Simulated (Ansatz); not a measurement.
ReC in space group P-6m2 (No. 187; Re on 1a, C on 1d), LDA (plane waves, PAW; program Ansatz), all energies at zero smearing, with the estimated change up to a 700 eV cutoff added, with one set of potentials and settings (totals compare only within such a set). Cell of 2 atoms (1 Re, 1 C): -10850.413 eV.

| element | reference phase | E (eV/atom) |
|---|---|---|
| Re | P6_3/mmc, 4 atoms in the cell | -10607.6541 |
| C | Fd-3m, 2 atoms in the cell | -242.9976 |

Formation energy per atom, worked out: (-10850.413 − 1×(-10607.6541) − 1×(-242.9976))/2 = 0.119 eV/atom (12 kJ per mol of atoms), at 0 K, without zero-point energy or fitted corrections.

The workflow started from a Materials Project entry (that database holds measured and hypothetical structures alike); the Crystallography Open Database copy checked does not list it. Whether it is the stable phase at ambient conditions was not checked. The cell was relaxed with LDA under the symmetry of its start; of distortions, only those at the zone centre were tested. No spin polarisation was allowed. The references are the lowest solids computed at this level, not always the standard phases. Scalar-relativistic: spin–orbit coupling is off unless named, which matters more the heavier the elements.

Potentials: the later of the program's two PAW sets.
